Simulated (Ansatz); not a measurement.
Data:

B:
```xyz
12
Lattice="2.4204 1.3974 4.1314 -2.4204 1.3974 4.1314 0.0000 -2.7949 4.1314" Properties=species:S:1:pos:R:3 pbc="T T T"
B     -1.5584     0.8997     2.7897
B      1.5584    -0.8997     9.6044
B      0.0000    -1.7994     2.7897
B      0.0000     1.7994     9.6044
B      1.5584     0.8997     2.7897
B     -1.5584    -0.8997     9.6044
B     -0.9888     0.5709     4.4327
B      0.9888    -0.5709     7.9614
B      0.0000    -1.1417     4.4327
B      0.0000     1.1417     7.9614
B      0.9888     0.5709     4.4327
B     -0.9888    -0.5709     7.9614
```

This is the LDA-relaxed structure.

### Question
All from DFT-LDA in the program Ansatz with PAW potentials, unless another level is named. Estimate the band gap.

### Answer
1.37 eV (indirect).

### Question
What about the smallest direct gap on the standard path?

### Answer
1.72 eV.

### Question
Predict the conduction-band minimum.

### Answer
on the Γ–T line, 7 % of the way from Γ (2 equivalent valleys).

Space group R-3m (α-B12). The LDA relaxation kept the symmetry of its start.

Potentials: the later of the program's two PAW sets.
